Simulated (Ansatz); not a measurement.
The start is a generated trial cell of SiS2 in the AFLOW prototype A2B_oP12_62_2c_c (C25, as in HgCl2). Cell shape, volume and atoms are optimised at zero target pressure with r2SCAN (plane waves to 500 eV, PAW, scalar-relativistic; Ansatz, a program for electronic structure).

Ansatz input (later rounds restart from its end on a renewed k-mesh):
Ansatz 0.2 input:
```yaml
crystal:
  lattice:
    - [10.2502276, 0, 0]
    - [0, 4.7995373, 0]
    - [0, 0, 3.4811335]
  atoms:
    - { symbol: Si, position: [0.374, 0.75, 0.947] }
    - { symbol: Si, position: [0.874, 0.75, 0.553] }
    - { symbol: Si, position: [0.626, 0.25, 0.053] }
    - { symbol: Si, position: [0.126, 0.25, 0.447] }
    - { symbol: S, position: [0.233, 0.75, 0.625] }
    - { symbol: S, position: [0.733, 0.75, 0.875] }
    - { symbol: S, position: [0.767, 0.25, 0.375] }
    - { symbol: S, position: [0.267, 0.25, 0.125] }
    - { symbol: S, position: [0.008, 0.75, 0.222] }
    - { symbol: S, position: [0.508, 0.75, 0.278] }
    - { symbol: S, position: [0.992, 0.25, 0.778] }
    - { symbol: S, position: [0.492, 0.25, 0.722] }
basis: { ecutwfc: 500, ecutrho_ratio: 4, xc_grid: 4, fft_grid_basis: typed }
kpoints: { mp_grid: { grid: [3, 6, 8] } }
hamiltonian:
  xc: r2scan
  dispersion: none
  pseudopotentials: { kind: paw }
scf: { occupations: { method: fermi_dirac, width: 0.05 } }
relax: { f_tol: 0.01, max_steps: 100, cell: { stress_tol: 0.02 } }
output: { forces: true, stress: true }
```

Initial pressure: +55.6 GPa (positive: the cell is compressed)
Largest initial force: 8.36 eV/Å, on S9, S10, S11, S12 (atoms numbered as listed)
Outcome: The space group goes from Pnma (No. 62) to Pmmn (No. 59), with 6 atoms in the primitive cell
Energy released: 1.45 eV/atom
Volume change: +39.9 %, from 14.27 to 19.97 Å³/atom
Shortest distances (start → end): The closest pairs of elements (up to four, under 3.6 Å), start → end: S–Si 1.79 → 2.17 Å; S–S 2.70 → 3.13 Å; Si–Si 3.48 → 3.22 Å
Band gap at the end: 1.39 eV, direct within 0.03 eV (at Γ) (no spin-orbit coupling)
Optimiser moves: 20

Final values are on a 8×6×4 k-mesh of the relaxed cell. No spin polarisation in the result.

The run could not lose the symmetry of its start: the end is stationary, and may be a saddle point rather than a minimum.

The relaxed structure here is a generated cell of SiS2: the first start was made by placing the elements on the sites of a structure type, and the end was not matched to a known phase here, so it may be hypothetical.
